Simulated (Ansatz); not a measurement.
CoRhN$_{2}$:
```
CoRhN2
1.0
    1.35666     0.78327     6.03517
   -1.35666     0.78327     6.03517
    0.00000    -1.56654     6.03517
Co Rh N
1 1 2
Cartesian
  0.00000   0.00000   9.05276
  0.00000   0.00000   0.00000
  0.00000   0.00000  16.17590
  0.00000   0.00000   1.92962
```
The run is spin-polarised; directions of the spins, atom by atom: ↑ 0 0 0.

Relaxed with r²SCAN. Special points in fractions of this cell's reciprocal vectors: Γ (0.000, 0.000, 0.000); T (0.500, 0.500, 0.500); H2 (0.822, 0.178, 0.500); H0 (0.500, -0.178, 0.178); L (0.500, 0.000, 0.000); S0 (0.339, -0.339, 0.000); S2 (0.661, 0.000, 0.339); F (0.500, 0.000, 0.500).

**Question.** List the band energies nearest the Fermi level at these points for the program Ansatz at the r²SCAN level (PAW).

**Answer.** In eV from the Fermi level; about four levels below and three above (degenerate sets whole), none deeper than 8.9 eV; … stands for higher levels left out; points with the same levels are listed once.

| k | below | above |
|---|---|---|
| Γ ↑ | -2.06 -1.94 -0.88 -0.88 | 0.05 0.05 … |
| T ↑ | -2.25 -2.25 -1.89 -1.89 -0.98 | 1.55 1.55 … |
| H2 ↑ | -1.49 -1.44 -0.73 -0.60 | 1.94 2.70 … |
| L ↑ | -2.09 -1.67 -1.31 -0.93 | 0.38 0.89 2.89 |
| S0 ↑ | -1.55 -1.26 -0.97 -0.43 | 1.87 2.76 … |
| F ↑ | -1.75 -1.67 -1.28 -0.59 | 0.89 1.73 3.79 |
| Γ ↓ | -1.50 -1.50 -1.20 -0.84 -0.84 | 0.32 0.32 … |
| T ↓ | -1.83 -1.83 -1.45 -1.45 -0.27 | 1.71 1.71 … |
| H2 ↓ | -1.88 -1.09 -0.70 -0.24 | 0.14 2.25 3.05 |
| L ↓ | -1.46 -1.26 -0.65 -0.02 | 0.46 0.86 3.25 |
| S0 ↓ | -1.88 -1.03 -0.72 -0.30 | 0.22 2.19 3.11 |
| F ↓ | -1.58 -1.52 -1.23 -0.65 | 0.20 0.86 2.05 |

Space group R-3m. The start of the workflow was typed in or built on a structure type; neither database checked (COD, Materials Project) lists it. Whether it is the stable phase at ambient conditions was not checked. The cell was relaxed with r²SCAN under the symmetry of its start; its stability against distortions is not shown here. Magnetic state: ferromagnetic, the only order run, not a proven ground state. Its formation energy is positive at this level, so the cell may be metastable or incomplete. Other orbital occupations within this spin state were not tried. No Hubbard U is applied. Spin–orbit coupling is left out wherever it is not named.

Potentials: the earlier of the program's two PAW sets. The files were generated under PBE; for other functionals the program regenerates the frozen cores, and for LDA and PBEsol the local potential too.
